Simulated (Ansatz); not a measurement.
Input, command and steps of an Ansatz relaxation.

```yaml
crystal:
  lattice:
    - [5.4416647892, -2.0028447655, -0.0291603838]
    - [5.4416647892, 2.0028447655, -0.0291603838]
    - [-0.6266976189, 0.0, 6.4137613688]
  atoms:
    - { symbol: Hg, position: [0.0, 0.0, 0.0] }
    - { symbol: C, position: [0.2670591063, 0.2670591063, 0.2234310163] }
    - { symbol: C, position: [0.7329408937, 0.7329408937, 0.7765689837] }
    - { symbol: S, position: [0.1337483458, 0.1337483458, 0.3264127392] }
    - { symbol: S, position: [0.8662516542, 0.8662516542, 0.6735872608] }
    - { symbol: "N", position: [0.3637958271, 0.3637958271, 0.1567943673] }
    - { symbol: "N", position: [0.6362041729, 0.6362041729, 0.8432056327] }
basis:
  ecutwfc: 420
kpoints:
  mp_grid: { grid: [6, 6, 4] }
hamiltonian:
  xc: pbesol
scf:
  occupations: { method: gaussian, width: 0.02 }
output:
  forces: true
  stress: true
  eigenvalues: true
relax:
  adjacent_minimum: "off"
  f_tol: 0.02
  max_steps: 50
  cell: { stress_tol: 0.03 }
```

```bash
ansatz run input.yaml --threads 2 --pin off --max-ram 5120MiB --backend cpu --events-out ev --progress --plain --runs-dir out
```

These are results of Ansatz, DFT PBEsol, scalar-relativistic, plane waves, PAW, not measurements.

Of 20 frames 10 are shown, positions in Å and forces in eV/Å; the SCF threshold varies from step to step. Steps run on the plane waves of an earlier cell, with a Pulay correction in the pressure. The basis is chosen afresh for the last frame, the zero of the energies, and can be on the way; energy and pressure step there, also at an unchanged geometry. The mark taken_back stands on steps that the optimiser undid.

```xyz
7
Lattice="5.4417 -2.0028 -0.0292 5.4417 2.0028 -0.0292 -0.6267 0.0000 6.4138" Properties=species:S:1:pos:R:3:forces:R:3 pbc="T T T" step=1 free_energy_over_end_meV_per_atom=3.66 pressure_GPa=-0.68
Hg    0.0000    0.0000    0.0000    0.0000    0.0000    0.0000
C     2.7665    0.0000    1.4175   -0.1110    0.0000    0.0000
C     7.4902    0.0000    4.9380    0.1110    0.0000    0.0000
S     1.2511    0.0000    2.0857    0.0250    0.0000   -0.2430
S     9.0056    0.0000    4.2697   -0.0250    0.0000    0.2430
N     3.8610    0.0000    0.9844    0.0770    0.0000   -0.0650
N     6.3956    0.0000    5.3710   -0.0770    0.0000    0.0650
7
Lattice="5.4018 -2.0083 -0.0389 5.4018 2.0083 -0.0389 -0.6332 0.0000 6.4837" Properties=species:S:1:pos:R:3:forces:R:3 pbc="T T T" step=3 free_energy_over_end_meV_per_atom=1.21 pressure_GPa=-0.04
Hg    0.0000    0.0000    0.0000    0.0000    0.0000    0.0000
C     2.7827    0.0000    1.3686   -0.1670    0.0000    0.0470
C     7.3877    0.0000    5.0373    0.1670    0.0000   -0.0470
S     1.2759    0.0000    2.0508    0.0820    0.0000   -0.0230
S     8.8944    0.0000    4.3551   -0.0820    0.0000    0.0230
N     3.8732    0.0000    0.9254    0.0860    0.0000   -0.0210
N     6.2971    0.0000    5.4804   -0.0860    0.0000    0.0210
7
Lattice="5.3749 -2.0095 -0.0854 5.3749 2.0095 -0.0854 -0.6845 0.0000 6.5609" Properties=species:S:1:pos:R:3:forces:R:3 pbc="T T T" step=5 free_energy_over_end_meV_per_atom=0.97 pressure_GPa=0.01
Hg    0.0000    0.0000    0.0000    0.0000    0.0000    0.0000
C     2.7766    0.0000    1.3503    0.0710    0.0000   -0.0220
C     7.2886    0.0000    5.0397   -0.0710    0.0000    0.0220
S     1.2808    0.0000    2.0467   -0.0130    0.0000    0.0170
S     8.7844    0.0000    4.3433    0.0130    0.0000   -0.0170
N     3.8651    0.0000    0.8978   -0.0420    0.0000    0.0180
N     6.2001    0.0000    5.4922    0.0420    0.0000   -0.0180
7
Lattice="5.3896 -2.0037 -0.1331 5.3896 2.0037 -0.1331 -0.7424 0.0000 6.5679" Properties=species:S:1:pos:R:3:forces:R:3 pbc="T T T" step=7 free_energy_over_end_meV_per_atom=0.80 pressure_GPa=0.02
Hg    0.0000    0.0000    0.0000    0.0000    0.0000    0.0000
C     2.7936    0.0000    1.3288    0.0140    0.0000   -0.0050
C     7.2432    0.0000    4.9728   -0.0140    0.0000    0.0050
S     1.3011    0.0000    2.0339   -0.0110    0.0000    0.0030
S     8.7357    0.0000    4.2677    0.0110    0.0000   -0.0030
N     3.8797    0.0000    0.8722   -0.0020    0.0000    0.0010
N     6.1571    0.0000    5.4295    0.0020    0.0000   -0.0010
7
Lattice="5.3904 -2.0040 -0.1457 5.3904 2.0040 -0.1457 -0.7573 0.0000 6.5778" Properties=species:S:1:pos:R:3:forces:R:3 pbc="T T T" step=9 free_energy_over_end_meV_per_atom=0.83 pressure_GPa=0.00
Hg    0.0000    0.0000    0.0000    0.0000    0.0000    0.0000
C     2.7964    0.0000    1.3238    0.0000    0.0000   -0.0010
C     7.2271    0.0000    4.9626    0.0000    0.0000    0.0010
S     1.3043    0.0000    2.0307    0.0000    0.0000    0.0010
S     8.7192    0.0000    4.2557    0.0000    0.0000   -0.0010
N     3.8819    0.0000    0.8658    0.0000    0.0000    0.0010
N     6.1416    0.0000    5.4206    0.0000    0.0000   -0.0010
7
Lattice="5.3884 -2.0078 -0.1906 5.3884 2.0078 -0.1906 -0.8096 0.0000 6.6519" Properties=species:S:1:pos:R:3:forces:R:3 pbc="T T T" step=12 free_energy_over_end_meV_per_atom=0.41 pressure_GPa=0.02 taken_back
Hg    0.0000    0.0000    0.0000    0.0000    0.0000    0.0000
C     2.8035    0.0000    1.2993   -0.0400    0.0000    0.0200
C     7.1637    0.0000    4.9714    0.0400    0.0000   -0.0200
S     1.3166    0.0000    2.0199    0.0270    0.0000   -0.0030
S     8.6507    0.0000    4.2508   -0.0270    0.0000    0.0030
N     3.8842    0.0000    0.8309    0.0160    0.0000    0.0050
N     6.0830    0.0000    5.4398   -0.0160    0.0000   -0.0050
7
Lattice="5.3885 -2.0066 -0.1856 5.3885 2.0066 -0.1856 -0.8036 0.0000 6.6609" Properties=species:S:1:pos:R:3:forces:R:3 pbc="T T T" step=14 free_energy_over_end_meV_per_atom=0.41 pressure_GPa=0.02
Hg    0.0000    0.0000    0.0000    0.0000    0.0000    0.0000
C     2.8037    0.0000    1.3082   -0.0080    0.0000   -0.0020
C     7.1696    0.0000    4.9815    0.0080    0.0000    0.0020
S     1.3144    0.0000    2.0218    0.0030    0.0000    0.0090
S     8.6589    0.0000    4.2679   -0.0030    0.0000   -0.0090
N     3.8869    0.0000    0.8450    0.0040    0.0000    0.0000
N     6.0865    0.0000    5.4448   -0.0040    0.0000    0.0000
7
Lattice="5.3888 -2.0063 -0.1862 5.3888 2.0063 -0.1862 -0.8043 0.0000 6.6607" Properties=species:S:1:pos:R:3:forces:R:3 pbc="T T T" step=16 free_energy_over_end_meV_per_atom=0.41 pressure_GPa=0.00
Hg    0.0000    0.0000    0.0000    0.0000    0.0000    0.0000
C     2.8027    0.0000    1.3079    0.0000    0.0000    0.0010
C     7.1705    0.0000    4.9805    0.0000    0.0000   -0.0010
S     1.3140    0.0000    2.0227    0.0000    0.0000    0.0010
S     8.6593    0.0000    4.2657    0.0000    0.0000   -0.0010
N     3.8859    0.0000    0.8447    0.0000    0.0000   -0.0010
N     6.0874    0.0000    5.4437    0.0000    0.0000    0.0010
7
Lattice="5.3886 -2.0049 -0.1954 5.3886 2.0049 -0.1954 -0.8151 0.0000 6.6764" Properties=species:S:1:pos:R:3:forces:R:3 pbc="T T T" step=18 free_energy_over_end_meV_per_atom=0.04 pressure_GPa=0.00
Hg    0.0000    0.0000    0.0000    0.0000    0.0000    0.0000
C     2.8036    0.0000    1.3051    0.0020    0.0000   -0.0020
C     7.1585    0.0000    4.9805   -0.0020    0.0000    0.0020
S     1.3157    0.0000    2.0218   -0.0030    0.0000   -0.0010
S     8.6464    0.0000    4.2638    0.0030    0.0000    0.0010
N     3.8859    0.0000    0.8401   -0.0010    0.0000    0.0010
N     6.0761    0.0000    5.4455    0.0010    0.0000   -0.0010
7
Lattice="5.3889 -2.0044 -0.1999 5.3889 2.0044 -0.1999 -0.8204 0.0000 6.6864" Properties=species:S:1:pos:R:3:forces:R:3 pbc="T T T" step=20 free_energy_over_end_meV_per_atom=0.00 pressure_GPa=0.00
Hg    0.0000    0.0000    0.0000    0.0000    0.0000    0.0000
C     2.8043    0.0000    1.3031    0.0030    0.0000   -0.0030
C     7.1531    0.0000    4.9835   -0.0030    0.0000    0.0030
S     1.3168    0.0000    2.0207   -0.0020    0.0000    0.0010
S     8.6405    0.0000    4.2659    0.0020    0.0000   -0.0010
N     3.8863    0.0000    0.8372   -0.0020    0.0000    0.0020
N     6.0711    0.0000    5.4494    0.0020    0.0000   -0.0020
```

The run took 110 s on 2 threads of Arm Neoverse V2, with other jobs on the host, peak memory 0.53 GiB.

Spin–orbit coupling is left out, which can shift energies with elements as heavy as these. The cell holds layers, and where no dispersion correction was added their binding is poorly described.